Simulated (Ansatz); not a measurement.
CrB₄:
```cif
data_B8Cr2
_chemical_formula_sum 'Cr2 B8'
_space_group_name_H-M_alt 'Pnnm'
_space_group_IT_number 58
_space_group_name_Hall '-P 2 2n'
_cell_length_a 4.68147
_cell_length_b 5.44764
_cell_length_c 2.82706
_cell_angle_alpha 90.000
_cell_angle_beta 90.000
_cell_angle_gamma 90.000
loop_
_atom_site_label
_atom_site_type_symbol
_atom_site_symmetry_multiplicity
_atom_site_Wyckoff_symbol
_atom_site_fract_x
_atom_site_fract_y
_atom_site_fract_z
_atom_site_occupancy
Cr1 Cr 2 a 0.00000 0.00000 0.00000 1
B1 B 4 g 0.16353 0.63192 0.00000 1
B2 B 4 g 0.22545 0.31997 0.00000 1
```

Relaxed at zero pressure with PBEsol in the plane-wave PAW code Ansatz.

### Question
The volume is lowered by 9 % and shape and atoms relax at that volume. What pressure results, and how do the axes share the change?

### Answer
31.7 GPa; a -3.3 %, b -2.2 %, c -3.9 %; the energy rises by 59 meV/atom.

### Question
Give the new structure.

### Answer

Space group Pnnm (No. 58); a = 4.529 Å, b = 5.330 Å, c = 2.718 Å, α = 90.00°, β = 90.00°, γ = 90.00°

| atom | site | symmetry | x | y | z |
|---|---|---|---|---|---|
| Cr | 2a | ..2/m | 0.0000 | 0.0000 | 0.0000 |
| B | 4g | ..m | 0.1574 | 0.6265 | 0.0000 |
| B | 4g | ..m | 0.2295 | 0.3169 | 0.0000 |

The phase is kept; no other phase was compared at this pressure.

The workflow started from a Materials Project entry (that database holds measured and hypothetical structures alike); the Crystallography Open Database copy checked does not list it. COD files the formula under space group No. 71. Its standing as an ambient phase is unchecked. The PBEsol relaxation kept the symmetry of its start; whether a distortion lowers the energy is not shown. The run is not spin-polarised.

Potentials: the later of the program's two PAW sets.
